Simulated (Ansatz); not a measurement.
TaRu (CsCl type, Pm-3m) at seven volumes, the program Ansatz at the PBEsol level (PAW), scaled uniformly. One row is withheld.

```json
[
 {"V (Å³/atom)": "14.078", "P (GPa)": "31.42"},
 {"V (Å³/atom)": "14.542", "P (GPa)": "19.23"},
 {"V (Å³/atom)": "15.006", "P (GPa)": "?"},
 {"V (Å³/atom)": "15.470", "P (GPa)": "0.00"},
 {"V (Å³/atom)": "15.935", "P (GPa)": "-7.54"},
 {"V (Å³/atom)": "16.399", "P (GPa)": "-13.95"},
 {"V (Å³/atom)": "16.863", "P (GPa)": "-19.41"}
]
```

Q: Fit the shown pressures and predict the withheld one.

A: P = (3/2)B₀(x^(7/2) − x^(5/2))[1 + (3/4)(B′ − 4)(x − 1)] with x = (V₀/V)^(2/3). Least squares on the six rows gives V₀ = 15.470 Å³/atom, B₀ = 271 GPa, B′ = 4.34. At V = 15.006, x = 1.0205 and P = 8.82 GPa. The run itself gave 8.85 GPa.

The workflow started from a Materials Project entry (that database holds measured and hypothetical structures alike); the Crystallography Open Database files this formula in space group No. 221, but the cells were not matched. Whether it is the stable phase at ambient conditions was not checked. The cell was relaxed with PBEsol under the symmetry of its start. At this level the phase is mechanically unstable. The run is not spin-polarised. Spin–orbit coupling is left out wherever it is not named.

Potentials: the later of the program's two PAW sets.
